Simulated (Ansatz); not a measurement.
ZrS: energy along a strain

ZrS, Fm-3m, a = 5.250 Å (as given, not relaxed at this level: -6.5 GPa). The structure is a COD entry; whether it is the stable form wasn't checked. Ansatz: PBEsol, PAW, 420 eV, Γ-centred 16×16×16 mesh on 2 atoms, Gaussian smearing 0.15 eV; no spin polarisation. Cell vectors (Å): 0.000 2.625 2.625; 2.625 0.000 2.625; 2.625 2.625 0.000. The cell is strained by x per cent times the pattern (0 0 0 1 0 0) in the order xx yy zz yz xz xy (engineering shears), with fractional coordinates held. y is the free energy over the start, V0 = 18.088 Å³/atom. Symmetry makes y even in x. Points with a strain past 8.5 % were computed too (2) and aren't used here.

```
x (%) y (meV/atom)
-5.00          3.45
 0.00          0.00
 1.25          0.22
 2.50          0.87
 3.75          1.95
 6.25          5.34
 7.50             ?
```

**Question.** Fit y = c2 x² + c4 x⁴ to the other rows, get the stiffness along the pattern, and predict the missing energy.

**Answer.** Least squares on the rows shown. y = 0.1400 x² − 8.324×10⁻⁵ x⁴. The clamped-ion stiffness p·C·p = 2 × 1.400 eV × 160.2 / 18.088 Å³ = 25 GPa, which is C44 in these axes (second derivative at the start, which stands under stress). At x = 7.50 the fit asked for gives 7.61 meV/atom. The run gave 7.62 meV/atom, so the fit is 0.01 meV/atom too low, a small miss on the scale of the series.